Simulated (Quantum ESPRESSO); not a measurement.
## Quadrupole interaction in BaNaYWO₆

```xyz
10
Lattice="0.0000 4.2068 4.2068 4.2068 0.0000 4.2068 4.2068 4.2068 0.0000" Properties=species:S:1:pos:R:3 pbc="T T T"
Na     2.1034     2.1034     2.1034
Ba     6.3102     6.3102     6.3102
Y      4.2068     4.2068     4.2068
W      0.0000     0.0000     0.0000
O      1.9557     4.2068     4.2068
O      4.2068     6.4578     4.2068
O      6.4578     4.2068     4.2068
O      4.2068     1.9557     4.2068
O      4.2068     4.2068     6.4578
O      4.2068     4.2068     1.9557
```
The geometry is a computed Materials Project entry, not a measured one. It is BaNaYWO6 in F-43m; whether this form has been observed was not checked. Stability against distortions was not tested. Forces on the atoms reach 0.38 eV/Å at this level. The run has no spin polarisation.

Convention: |Vzz| is the largest principal value, η_Q = (Vxx − Vyy)/Vzz, |C_Q| = |eQVzz/h|. Cores are frozen. Against all-electron runs on small test molecules, this scheme's |Vzz| missed by −2 to +6 % on O.

Quadrupole moments taken as inputs (sizes, barn, from the tables of PySCF and pymatgen): ²³Na 0.104, ¹³⁷Ba 0.245, ¹⁷O 0.0256.

Q: What do the calculations give at each independent site (field gradients by the PAW reconstruction of the field gradient on a scalar-relativistic PBE ground state (a modified build of Quantum ESPRESSO, JTH datasets), 30 Ha, k-mesh 5×5×5 through Γ)?

A: 
```
site                         site symmetry  Vzz (a.u.)   η_Q  ∣C_Q∣ (MHz)
---------------------------  -------------  ----------  ----  -----------
Na (atom 1)                           -43m           0     –     0 (²³Na)
Ba (atom 2)                           -43m           0     –    0 (¹³⁷Ba)
Y (atom 3)                            -43m           0     –            –
W (atom 4)                            -43m           0     –            –
O (atoms 5, 6, 7, 8, 9, 10)            2mm      -0.122  0.12   0.73 (¹⁷O)
```
